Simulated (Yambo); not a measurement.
Yambo run on Ta3O7F (space group Cmmm, No. 65). The wavefunctions come from this Quantum ESPRESSO step (PBEsol, PseudoDojo standard norm-conserving files, scalar-relativistic):

```
&CONTROL
  calculation = 'nscf'
  pseudo_dir = './pseudo'
  outdir = './out'
/
&SYSTEM
  ibrav = 0
  nat = 11
  ntyp = 3
  ecutwfc = 84.0
  ecutrho = 336.0
  occupations = 'fixed'
  force_symmorphic = .true.
  nbnd = 213
/
&ELECTRONS
  conv_thr = 1.1000000000000001e-08
  diago_full_acc = .true.
  diago_thr_init = 1e-08
/
ATOMIC_SPECIES
O 15.9990 O.upf
F 18.9984 F.upf
Ta 180.9479 Ta.upf
CELL_PARAMETERS angstrom
  3.223790000000  -5.364555000000   0.000000000000
  3.223790000000   5.364555000000   0.000000000000
  0.000000000000   0.000000000000   3.847930000000
ATOMIC_POSITIONS crystal
O   0.337610000000   0.044850000000   0.000000000000
O   0.662390000000   0.955150000000   0.000000000000
O   0.044850000000   0.337610000000   0.000000000000
O   0.955150000000   0.662390000000   0.000000000000
O   0.000000000000   0.000000000000   0.500000000000
O   0.684900000000   0.315100000000   0.500000000000
O   0.315100000000   0.684900000000   0.500000000000
F   0.500000000000   0.500000000000   0.000000000000
Ta   0.000000000000   0.000000000000   0.000000000000
Ta   0.697830000000   0.302170000000   0.000000000000
Ta   0.302170000000   0.697830000000   0.000000000000
K_POINTS automatic
2 2 4 0 0 0
```

Yambo input:

```
rim_cut
gw0
dyson
el_el_corr
HF_and_locXC
ppa
em1d
RandQpts= 1000000
RandGvec= 1 Ry
EXXRLvcs= 84 Ry
VXCRLvcs= 336 Ry
Chimod= "HARTREE"
% BndsRnXp
 4 | 212 |
%
NGsBlkXp= 7 Ry
% LongDrXp
 1.0 | 1.0 | 1.0 |
%
PPAPntXp= 27.2114 eV
% GbndRnge
 1 | 212 |
%
GTermKind= "BG"
DysSolver= "n"
ExtendOut
% QPkrange
 1 | 1 | 44 | 45 |
 4 | 4 | 44 | 45 |
 6 | 6 | 44 | 45 |
 9 | 9 | 44 | 45 |
%
```

k points by index: 1 = Γ, 4 = (0, -0.5, 0), 6 = (0, -0.5, -0.5), 9 = (-0.5, -0.5, -0.5).

The o-*.qp file then holds:

```
#    K-point    Band    Eo [eV]    E [eV]    E-Eo [eV]    Vxc [eV]    Vnlxc [eV]    Sc|Eo [eV]    Sc|E [eV]    dSc/dw|Eo [eV]    Re(Z)    Im(Z)
#
    1    44    -0.556270    -0.952468    -0.396198    -19.95935    -24.91901    4.452800    4.563462    -7.598123    0.781721    -0.001269
    1    45    2.783369    3.998088    1.214719    -15.56659    -9.596912    -4.504465    -4.754961    -5.611023    0.829048    -0.995007E-3
    4    44    -0.661251    -1.109371    -0.448120    -19.47697    -24.57006    4.519149    4.644967    -7.638052    0.780825    -0.001259
    4    45    2.281128    3.419323    1.138195    -15.15335    -9.540764    -4.245206    -4.474391    -5.478818    0.832401    -0.969900E-3
    6    44    -0.047301    -0.422123    -0.374822    -20.07154    -25.28001    4.726646    4.833651    -7.765814    0.777973    -0.001277
    6    45    3.589298    4.889826    1.300528    -16.28025    -9.818539    -4.870894    -5.161186    -6.073358    0.817532    -0.001056
    9    44    0.000000    -0.353546    -0.353546    -20.12595    -25.28747    4.706824    4.807979    -7.783034    0.777590    -0.001273
    9    45    3.255729    4.565326    1.309597    -16.08727    -9.666735    -4.825125    -5.110934    -5.938134    0.820867    -0.001094
```
(The two width columns are left out.) Convergence of these settings isn't established.

Spin-orbit coupling is not included.

Geometry of the Materials Project entry, not relaxed at this level.

The structure is a Materials Project entry; no match was found in the copy of COD used, and its stability was not checked.
